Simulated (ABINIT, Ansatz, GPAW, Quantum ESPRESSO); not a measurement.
## Ta3Cu: programs and potentials compared

```xyz
4
Lattice="-2.0065 2.0065 4.2082 2.0065 -2.0065 4.2082 2.0065 2.0065 -4.2082" Properties=species:S:1:pos:R:3 pbc="T T T"
Ta    0.0000    0.0000    4.2082
Ta    2.0065    0.0000    2.1041
Ta    0.0000    2.0065    2.1041
Cu    0.0000    0.0000    0.0000
```

The cell comes from a database or a generator and needn't be the stable form of this composition.

Alike in all runs: task single point; functional PBEsol; k mesh 9 × 9 × 9; occupations fermi-dirac, width 0.05 eV; no spin polarisation; no spin-orbit coupling. Pressure is positive in compression and, in plane waves, holds the error of the finite cutoff.

```csv
program and potentials,plane-wave cutoff (eV),notes,pressure (GPa)
"ABINIT, JTH PAW PBE v2.0",707,potentials made for PBE; 14.5 valence electrons an atom on average,?
"Quantum ESPRESSO, GBRV 1.5 PBEsol",762,14.5 valence electrons an atom on average,-6.44
"Ansatz, all-electron LAPW, scalar-relativistic",-,-,-6.29
"GPAW, PAW data sets generated for this functional",600,12.5 valence electrons an atom on average; this data set often lies off other programs,-5.79
```

Task: Estimate from the other rows what the run with ABINIT, JTH PAW PBE v2.0 gave.

Result: Pressure -6.16 GPa. The other rows, which needn't bracket it: pressure -6.44 to -5.79.
